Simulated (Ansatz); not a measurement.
ScGa3:
```
ScGa3
1.0
    4.07505     0.00000     0.00000
    0.00000     4.07505     0.00000
    0.00000     0.00000     4.07505
Sc Ga
1 3
Direct
  0.00000   0.00000   0.00000
  0.00000   0.50000   0.50000
  0.50000   0.00000   0.50000
  0.50000   0.50000   0.00000
```

Relaxed with r²SCAN. Special points in fractions of this cell's reciprocal vectors: Γ (0.000, 0.000, 0.000); X (0.000, 0.500, 0.000); M (0.500, 0.500, 0.000); R (0.500, 0.500, 0.500).

List the band energies nearest the Fermi level at these points for plane-wave PAW r²SCAN with spin–orbit coupling (Ansatz code).

In eV from the Fermi level; about four levels below and three above (degenerate sets whole), none deeper than 8.9 eV; points with the same levels are listed once.

| k | below | above |
|---|---|---|
| Γ | -2.32 -2.32 -2.32 -2.32 -2.28 -2.28 | 1.80 1.80 1.80 1.80 |
| X | -1.35 -1.35 -1.15 -1.15 | 1.30 1.30 1.42 1.42 |
| M | -0.56 -0.56 -0.56 -0.56 | 1.52 1.52 1.95 1.95 |
| R | -3.52 -3.52 -3.52 -3.52 -3.49 -3.49 | 2.62 2.62 2.72 2.72 2.72 2.72 |

Space group Pm-3m (Cu3Au type). The workflow started from an entry of the Crystallography Open Database (COD). Whether it is the stable phase at ambient conditions was not checked. The cell was relaxed with r²SCAN under the symmetry of its start; whether a distortion lowers the energy is not shown. The run is not spin-polarised.

Potentials: the later of the program's two PAW sets.
